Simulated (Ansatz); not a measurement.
SrTiO3:
```
SrTiO3
1.0
    3.89108     0.00000     0.00000
    0.00000     3.89108     0.00000
    0.00000     0.00000     3.89108
Sr Ti O
1 1 3
Direct
  0.00000   0.00000   0.00000
  0.50000   0.50000   0.50000
  0.00000   0.50000   0.50000
  0.50000   0.50000   0.00000
  0.50000   0.00000   0.50000
```

This is the PBEsol-relaxed structure.

Problem. All from plane-wave PAW PBEsol (Ansatz code), unless another level is named. Predict the Poisson's ratio.

Solution. 0.24.

Problem. What about the elastic constants (relaxed ions, GPa)?

Solution. C11 = 350, C12 = 104, C44 = 114.

Space group Pm-3m (cubic perovskite). The cell was relaxed with PBEsol under the symmetry of its start. The run is not spin-polarised.

Potentials: the later of the program's two PAW sets.
